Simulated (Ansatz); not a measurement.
MoP2 in space group Cmc2_1 (No. 36; Mo on 4a, P on 4a, P on 4a), plane-wave PAW PBE (Ansatz code), all energies at zero smearing, with the estimated change up to a 700 eV cutoff added, with one set of potentials and settings (totals compare only within such a set). Cell of 6 atoms (2 Mo, 4 P): -12938.048 eV.

```tsv
element	reference phase	E (eV/atom)
Mo	Im-3m, 1 atoms in the cell	-4956.0212
P	Cmce, 4 atoms in the cell	-755.6743
```

Formation energy per atom, worked out: (-12938.048 − 2×(-4956.0212) − 4×(-755.6743))/6 = -0.551 eV/atom (-53 kJ per mol of atoms), at 0 K, without zero-point energy or fitted corrections.

The first step of the workflow began from a Materials Project structure, measured or hypothetical; the Crystallography Open Database copy checked does not list it. Whether it is the stable phase at ambient conditions was not checked. The cell was relaxed with PBE under the symmetry of its start; whether a distortion lowers the energy is not shown. The run is not spin-polarised. The references are the lowest solids computed at this level, not always the standard phases.

Potentials: the later of the program's two PAW sets.
